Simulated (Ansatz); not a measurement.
A trial cell of Cr was relaxed with PBE (plane waves to 420 eV, PAW, scalar-relativistic; Ansatz, a first-principles code).

Before: Cmce (No. 64), oS8; a = 4.734 Å, b = 3.099 Å, c = 6.514 Å, α = β = γ = 90.00°.

After relaxation:

Simulated powder pattern, Mo Kα, λ = 0.71073 Å (kinematic, ideal powder, no thermal factors, no anomalous dispersion; the 24 strongest lines at most, above 1 %, up to 2θ = 45°):

```json
[
 {"2θ (°)": "20.33", "I/Imax (%)": "100"},
 {"2θ (°)": "28.90", "I/Imax (%)": "16"},
 {"2θ (°)": "35.59", "I/Imax (%)": "29"},
 {"2θ (°)": "41.33", "I/Imax (%)": "8.3"}
]
```

**Question.** Identify the relaxed structure from its pattern: crystal system, space group and cell.

**Answer.** Cubic, Im-3m (No. 229), cI2, bcc (W type); a = b = c = 2.8479 Å, α = β = γ = 90.00°. Sites: Cr 2a (0.000, 0.000, 0.000).

**Question.** Index the strongest lines.

**Answer.** 20.33° (110), 28.90° (200), 35.59° (211), 41.33° (220).

No spin polarisation in the result: the starting moments vanished. A magnetic state may lie lower.

The run could not lose the symmetry of its start; a randomly shaken copy of 2 atoms returns to this structure.
